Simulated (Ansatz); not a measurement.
Si$_{3}$Ge:
```cif
data_GeSi3
_chemical_formula_sum 'Si3 Ge1'
_space_group_name_H-M_alt 'P-4m2'
_space_group_IT_number 115
_space_group_name_Hall 'P -4 -2'
_cell_length_a 3.88587
_cell_length_b 3.88587
_cell_length_c 5.48828
_cell_angle_alpha 90.000
_cell_angle_beta 90.000
_cell_angle_gamma 90.000
loop_
_atom_site_label
_atom_site_type_symbol
_atom_site_symmetry_multiplicity
_atom_site_Wyckoff_symbol
_atom_site_fract_x
_atom_site_fract_y
_atom_site_fract_z
_atom_site_occupancy
Si1 Si 2 g 0.00000 0.50000 0.24515 1
Si2 Si 1 a 0.00000 0.00000 0.00000 1
Ge1 Ge 1 c 0.50000 0.50000 0.50000 1
```

Relaxed with r²SCAN. DFT-r²SCAN in the program Ansatz with PAW potentials gives a gap of 0.56 eV.

Task: What gap does HSE06 give on the same cell (Ansatz, PAW)?

Result: 0.94 eV, 0.37 eV more. The hybrid was solved on a coarser mesh and at special points; its gap is the smallest among all of these.

```csv
k,v1 r²SCAN,c1 r²SCAN,v1 HSE06,c1 HSE06
Γ,0.00,0.85,___,___
Z,-1.92,1.10,___,___
M,-3.02,0.56,-3.12,0.94
A,-3.98,4.50,-4.16,4.96
R,-1.18,1.27,___,___
X,-1.34,2.44,___,___
```

Task: Top valence (v1) and lowest conduction level (c1) in eV from each method's valence maximum (which need not be a listed point): supply the withheld HSE06 values.

Result: 
- Z, v1 HSE06: -1.96
- Z, c1 HSE06: 1.52
- Γ, v1 HSE06: 0.00
- Γ, c1 HSE06: 1.21
- X, v1 HSE06: -1.36
- X, c1 HSE06: 2.89
- R, v1 HSE06: -1.20
- R, c1 HSE06: 1.65

Cost on shared cores: the r²SCAN run (SCF on a 7×7×5 mesh, then bands and DOS) about 60 core-seconds (a rough figure), the HSE06 run (SCF on 5×5×4, then a few points) around 100 core-seconds (rough); the tasks are unlike.

The start of the workflow was typed in or built on a structure type; neither database checked (COD, Materials Project) lists it. Whether it is the stable phase at ambient conditions was not checked. The cell was relaxed with r²SCAN under the symmetry of its start; whether a distortion lowers the energy is not shown. Spin–orbit coupling is left out wherever it is not named.

Potentials: the earlier of the program's two PAW sets.
